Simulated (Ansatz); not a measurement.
LiH:
```
LiH
1.0
    0.00000     2.00340     2.00340
    2.00340     0.00000     2.00340
    2.00340     2.00340     0.00000
Li H
1 1
Direct
  0.00000   0.00000   0.00000
  0.50000   0.50000   0.50000
```

Relaxed with PBE.

Give the optical modes at the zone centre with their infrared and Raman activity from DFPT, DFT-PBE in the program Ansatz with PAW potentials.

Transverse frequencies, without the LO–TO term; a row sums one degenerate level.

| ω (cm⁻¹) | degeneracy | IR ((D/Å)²/amu) | Raman (Å⁴/amu) | activity | symmetry |
|---|---|---|---|---|---|
| 585 | 3 | 81.74 | 0 | IR | T1u |

How high does the top mode go among those that the LO–TO term moves?

1080 cm⁻¹ for q along x.

Space group Fm-3m (rock salt). The cell was relaxed with PBE under the symmetry of its start; phonons on a q-mesh show no instability.

Potentials: the later of the program's two PAW sets.
